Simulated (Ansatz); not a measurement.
## K2CdSe2O6 in Ansatz, vacancy hop by nudged elastic band

Run with:

```bash
ansatz run input.yaml --threads 4 --pin off --max-ram 8192MiB --backend cpu --events-out ev --progress --plain --runs-dir out
```

The input file (Ansatz 0.2.0, plane waves):

```yaml
crystal:
  lattice:
    - [5.69841599, 0.0, -5.9e-07]
    - [-5.698416, 9.86994602, -1.17e-06]
    - [-6.5e-07, -3.28998013, 6.31721559]
  atoms:
    - { symbol: K, position: [0.80135238, 0.30220167, 0.41158771] }
    - { symbol: K, position: [0.20487453, 0.19707586, 0.58557247] }
    - { symbol: Cd, position: [0.00623655, 0.00106109, -0.00334008] }
    - { symbol: Se, position: [0.61537511, 0.12084606, 0.87148345] }
    - { symbol: Se, position: [0.36851748, 0.3744255, 0.1262151] }
    - { symbol: O, position: [0.73554833, 0.00624175, 0.76053284] }
    - { symbol: O, position: [0.740714, 0.24288649, 0.76076052] }
    - { symbol: O, position: [0.27845908, 0.01109328, 0.76330656] }
    - { symbol: O, position: [0.25741434, 0.49170464, 0.24265337] }
    - { symbol: O, position: [0.72710048, 0.49240508, 0.24532853] }
    - { symbol: O, position: [0.25137313, 0.2550344, 0.23297077] }
    - { symbol: K, position: [0.80536075, 0.80530495, 0.41344817] }
    - { symbol: K, position: [0.19633317, 0.69529902, 0.59188665] }
    - { symbol: Cd, position: [-0.00650472, 0.4983623, -0.00342585] }
    - { symbol: Se, position: [0.62498818, 0.62319579, 0.87360042] }
    - { symbol: Se, position: [0.38082273, 0.88143555, 0.12804655] }
    - { symbol: O, position: [0.74162978, 0.51078858, 0.7589566] }
    - { symbol: O, position: [0.75419211, 0.74566159, 0.76052399] }
    - { symbol: O, position: [0.26452058, 0.50563509, 0.75575879] }
    - { symbol: O, position: [0.73083769, 0.9951705, 0.24399918] }
    - { symbol: O, position: [0.25384715, 0.75397089, 0.23854575] }
kpoints:
  mp_grid: { grid: [3, 2, 2] }
magnetization:
  spin_polarized: false
scf:
  occupations: { method: gaussian, width: 0.1 }
hamiltonian:
  pseudopotentials: { kind: paw }
  xc: pbe
basis:
  ecutwfc: 420
neb:
  images: 3
  relax_end_points: true
  climbing: true
  f_tol: 0.05
  max_iterations: 40
  order_check: false
  final_atoms:
    - { symbol: K, position: [0.80135238, 0.30220167, 0.41158771] }
    - { symbol: K, position: [0.20487453, 0.19707586, 0.58557247] }
    - { symbol: Cd, position: [0.00623655, 0.00106109, -0.00334008] }
    - { symbol: Se, position: [0.61537511, 0.12084606, 0.87148345] }
    - { symbol: Se, position: [0.36851748, 0.3744255, 0.1262151] }
    - { symbol: O, position: [0.73554833, 0.00624175, 0.76053284] }
    - { symbol: O, position: [0.740714, 0.24288649, 0.76076052] }
    - { symbol: O, position: [0.27845908, 0.01109328, 0.76330656] }
    - { symbol: O, position: [0.25741434, 0.49170464, 0.24265337] }
    - { symbol: O, position: [0.72710048, 0.49240508, 0.24532853] }
    - { symbol: O, position: [0.25137313, 0.2550344, 0.23297077] }
    - { symbol: K, position: [0.80536075, 0.80530495, 0.41344817] }
    - { symbol: K, position: [0.19633317, 0.69529902, 0.59188665] }
    - { symbol: Cd, position: [-0.00650472, 0.4983623, -0.00342585] }
    - { symbol: Se, position: [0.62498818, 0.62319579, 0.87360042] }
    - { symbol: Se, position: [0.38082273, 0.88143555, 0.12804655] }
    - { symbol: O, position: [0.74162978, 0.51078858, 0.7589566] }
    - { symbol: O, position: [0.75419211, 0.74566159, 0.76052399] }
    - { symbol: O, position: [0.26452058, 0.50563509, 0.75575879] }
    - { symbol: O, position: [0.2488184, 0.98837943, 0.23721926] }
    - { symbol: O, position: [0.25384715, 0.75397089, 0.23854575] }
```

Origin of the cell: a database entry, scaled a little.

The cell is 1×2×1 cells of K2CdSe2O6 with one O taken out; atom 20 (O) hops into the empty site, 2.71 Å away before the end points are relaxed. All atoms were shaken by about 0.02 Å first.

Output (shortened):

```
Warning: neb: disabling space-group detection — the band's intermediate images generally break the endpoint symmetry, so no spatial operation reduces the k-mesh or symmetrises the density, ex […]
Pseudopotentials: kind: paw
Pseudopotential: K, paw, valence charge 9, recommended cutoff 420 eV (normal), K.paw.azcp
Pseudopotential: Cd, paw, valence charge 20, recommended cutoff 420 eV (normal), Cd.paw.azcp
Pseudopotential: Se, paw, valence charge 16, recommended cutoff 420 eV (normal), Se.paw.azcp
Pseudopotential: O, paw, valence charge 6, recommended cutoff 420 eV (normal), O.paw.azcp
Functional definition: PBE
  exchange = pbe_x(kappa = kappa, mu = beta*pi^2/3)
  correlation = pbe_c(beta = beta)
parallel-image band execution: 3 concurrent image workers
NEB image 0
Crystal: 21 atoms, lattice volume = 355.299 Å³
[… 12 lines left out …]
Initial density: superposition of atomic densities (neutral atoms: chi_scale 0, normalization atom), corrected by the library's trained network
Functional: x = pbe(κ = 0.804, μ = 0.219515), c = pbe(β = 0.066725)
SCF iter   1: F=—  HF=-50775.880060 eV  Δρ=4.74e-3  dr2=1.41e-1  defer=31
SCF iter   2: F=—  HF=-50775.851965 eV  Δρ=2.37e-3  dr2=3.30e-2  defer=36
SCF iter   3: F=—  HF=-50775.844458 eV  Δρ=1.32e-3  dr2=1.12e-2  defer=36
[… 4 lines left out …]
SCF iter   8: F=—  HF=-50775.841783 eV  Δρ=2.59e-5  dr2=2.43e-6  defer=116
SCF iter   9: F=—  HF=-50775.841784 eV  Δρ=8.41e-6  dr2=3.36e-7  defer=116
SCF iter  10: F=-50775.841784 eV  HF=-50775.841784 eV  Δρ=4.83e-6  dr2=9.61e-8
NEB iter   1: max|band force component| = 1.812e2 eV/Å  barrier→ = 47.5007 eV  barrier← = 47.5006 eV  Δτ_max = 0.2000 Å  (60 SCF iters)
NEB iter   2: max|band force component| = 3.870e1 eV/Å  barrier→ = 9.0067 eV  barrier← = 9.0066 eV  Δτ_max = 0.1984 Å  (37 SCF iters)
NEB iter   3: max|band force component| = 2.543e1 eV/Å  barrier→ = 5.2170 eV  barrier← = 5.2169 eV  Δτ_max = 0.2000 Å  (34 SCF iters)
NEB iter   4: max|band force component| = 1.091e1 eV/Å  barrier→ = 2.4635 eV  barrier← = 2.4634 eV  Δτ_max = 0.1964 Å  (34 SCF iters)
NEB iter   5: max|band force component| = 6.318e0 eV/Å  barrier→ = 1.6321 eV  barrier← = 1.6320 eV  Δτ_max = 0.2000 Å  (34 SCF iters)
NEB iter   6: max|band force component| = 1.027e0 eV/Å  barrier→ = 1.1282 eV  barrier← = 1.1281 eV  Δτ_max = 0.1760 Å  (34 SCF iters)
NEB iter   7: max|band force component| = 1.002e0 eV/Å  barrier→ = 1.0051 eV  barrier← = 1.0050 eV  Δτ_max = 0.2000 Å  (30 SCF iters)
NEB iter   8: max|band force component| = 2.641e0 eV/Å  barrier→ = 1.5624 eV  barrier← = 1.5623 eV  Δτ_max = 0.1013 Å  (30 SCF iters)
NEB iter   9: max|band force component| = 8.291e-1 eV/Å  barrier→ = 0.9767 eV  barrier← = 0.9766 eV  Δτ_max = 0.1093 Å  (29 SCF iters)
NEB iter  10: max|band force component| = 4.308e-1 eV/Å  barrier→ = 0.8525 eV  barrier← = 0.8524 eV  CI = image 2  Δτ_max = 0.1412 Å  (29 SCF iters)
NEB iter  11: max|band force component| = 5.645e-1 eV/Å  barrier→ = 0.8275 eV  barrier← = 0.8274 eV  CI = image 2  Δτ_max = 0.0718 Å  (31 SCF iters)
NEB iter  12: max|band force component| = 2.325e-1 eV/Å  barrier→ = 0.8196 eV  barrier← = 0.8195 eV  CI = image 2  Δτ_max = 0.1224 Å  (28 SCF iters)
NEB iter  13: max|band force component| = 2.380e-1 eV/Å  barrier→ = 0.8062 eV  barrier← = 0.8061 eV  CI = image 2  Δτ_max = 0.0611 Å  (27 SCF iters)
NEB iter  14: max|band force component| = 1.434e-1 eV/Å  barrier→ = 0.8001 eV  barrier← = 0.8000 eV  CI = image 2  Δτ_max = 0.0617 Å  (26 SCF iters)
NEB iter  15: max|band force component| = 1.244e-1 eV/Å  barrier→ = 0.7948 eV  barrier← = 0.7947 eV  CI = image 2  Δτ_max = 0.0368 Å  (26 SCF iters)
NEB iter  16: max|band force component| = 7.925e-2 eV/Å  barrier→ = 0.7928 eV  barrier← = 0.7927 eV  CI = image 2  Δτ_max = 0.0473 Å  (24 SCF iters)
NEB iter  17: max|band force component| = 6.638e-2 eV/Å  barrier→ = 0.7924 eV  barrier← = 0.7923 eV  CI = image 2  Δτ_max = 0.0115 Å  (24 SCF iters)
NEB iter  18: max|band force component| = 4.112e-2 eV/Å  barrier→ = 0.7920 eV  barrier← = 0.7919 eV  CI = image 2  Δτ_max = 0.0000 Å  (22 SCF iters)
--- NEB band (5 images, 18 band iterations, 559 SCF iterations, 164 more in tests of the images' electronic states and relaxations of end points) ---
  forward barrier  = 0.792017 eV
  backward barrier = 0.791911 eV
  lagrangian_above_aufbau_ev (what the smearing adds, to first order; not taken off the barriers): saddle image -0.000000 eV, end points -0.000000 and -0.000000 eV
  climbing image's point = of an order that was not read
  energies are F+E_penalty+E_count in eV, relative to image 0
  image     s (Å)  Δ vs image 0  max|band force component| (eV/Å)
      0    0.0000      0.000000                                 —
      1    1.1319      0.496748                          1.660e-2
  *   2    2.2637      0.792017                          2.516e-2
      3    3.0420      0.366179                          4.112e-2
      4    3.8204      0.000106                                 —
```

The converged band:

```tsv
image	path over all atoms (Å)	ΔF (eV)	O x	y	z (Å)
0	0.00	0.000	-1.39	9.01	1.54
1	1.13	0.497	-2.28	9.27	1.89
2	2.26	0.792	-3.29	9.30	2.26
3	3.04	0.366	-3.80	9.30	1.83
4	3.82	0.000	-4.31	9.02	1.54
```

Highest image (2), forces in eV/Å:

```xyz
21
Lattice="5.698 0.000 0.000 -5.698 9.870 0.000 0.000 -3.290 6.317" Properties=species:S:1:pos:R:3:forces:R:3 pbc="T T T" image=2
K     2.958    1.851    2.653    0.000   -0.001    0.001
K     0.175    0.029    3.727   -0.002    0.001   -0.002
Cd    0.117   -0.079   -0.212    0.010   -0.005   -0.006
Se    2.977   -1.691    5.475    0.009   -0.007   -0.001
Se    0.011    3.167    0.777    0.010   -0.010    0.007
O     4.317   -2.374    4.631   -0.002   -0.002    0.006
O     2.972   -0.074    4.934   -0.010    0.003   -0.005
O     1.617   -2.405    4.689    0.004    0.008    0.000
O    -1.270    4.011    1.544    0.001    0.002    0.001
O     1.390    3.825    1.546   -0.011    0.005   -0.005
O    -0.109    1.542    1.417   -0.002    0.007    0.001
K     0.011    6.464    2.479   -0.001    0.000    0.000
K    -2.836    5.002    3.734    0.000    0.000   -0.001
Cd   -2.857    4.965    0.050    0.000    0.000    0.003
Se   -0.013    3.334    5.455    0.025    0.004    0.000
Se   -3.101    8.358    0.851   -0.002    0.005   -0.025
O     1.303    2.476    4.772   -0.015   -0.005    0.008
O    -0.016    4.816    4.569   -0.015    0.001    0.002
O    -1.374    2.537    4.801    0.001    0.000   -0.014
O    -3.290    9.297    2.260   -0.001    0.006    0.019
O    -3.066    6.681    1.473    0.000   -0.010    0.010
```

Barrier of this path: 0.79 eV forwards, 0.79 eV backwards, after 18 band iterations.

Caveats: the k mesh is coarse if the cell is a metal; a small cell with a neutral vacancy and no spin, whose shape can make like sites unlike; the cell is held at a rescaled volume, and strain moves barriers; the hop was drawn among near neighbours and need not be the easiest path; few images and a loose tolerance, and neither the top nor the ends were tested for their order.

It ran for 16 min on 4 threads of Arm Neoverse V1, with other jobs on the host, peak memory 2.1 GiB, from the program's own first density.
